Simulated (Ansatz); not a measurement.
What DFT gives for Ba₂CaAs₆Os

```
CELL_PARAMETERS angstrom
0.00000 4.88689 4.88689
4.88689 0.00000 4.88689
4.88689 4.88689 0.00000
ATOMIC_POSITIONS crystal
Ba 0.25000 0.25000 0.25000
Ba 0.75000 0.75000 0.75000
Ca 0.50000 0.50000 0.50000
Os 0.00000 0.00000 0.00000
As 0.76700 0.23300 0.23300
As 0.23300 0.76700 0.23300
As 0.23300 0.76700 0.76700
As 0.76700 0.23300 0.76700
As 0.23300 0.23300 0.76700
As 0.76700 0.76700 0.23300
```

Method: PBE, no spin polarisation; PAW, plane waves to 420 eV, 6×6×6 Γ-centred mesh, fermi-dirac occupations (width 0.1 eV) (Ansatz 0.2.0), atoms fixed.

Task: Which atom feels the largest force, and which way?

Result: The largest is on As10 (and as large on other atoms): 2.61 eV/Å, components (0.00, 0.00, -2.61). It makes 180° with the line to a nearest neighbour, Os4 at 2.28 Å, pointing away from it.

Task: What does the stress say?

Result: The pressure is 15.9 GPa (compression positive), so with the atoms held at these fractions the cell would first expand; the forces are large, so a full relaxation may end otherwise.

Task: Which element gives electrons and which takes them?

Result: Bader charges in e: Ba +1.23, Ca +1.15, As -0.54, Os -0.36. In the mean Ba gives up most and As takes most.

Task: What is the formation energy?

Result: -0.09 eV an atom against the elements' usual phases (free molecules for gases, crystals otherwise, with no correction for O₂ or N₂), so it is bound against them; other compounds may still compete. Relaxing would lower it.

Task: Describe some of the short contacts.

Result: Os–As at 2.28 Å: least valence density 0.79 e/Å³ and ELF 0.49 there. Ca–As at 2.61 Å: least valence density 0.27 e/Å³ and ELF 0.16 there. Ba–As at 3.46 Å: least valence density 0.10 e/Å³ and ELF 0.10 there. These are pseudo-fields; inside the PAW spheres they differ from the all-electron ones.

Task: What happens at the Fermi level?

Result: It is a metal, with about 7.8 states/eV a cell as the mean within 0.25 eV of the Fermi level, mostly As p (74 %) and Os d (15 %).

Origin: a known structure type with other elements, at an estimated volume, so it need not be a known compound. Caveats: many states at the Fermi level without spin polarisation, so a magnetic state may lie lower; atoms or cell far from equilibrium.
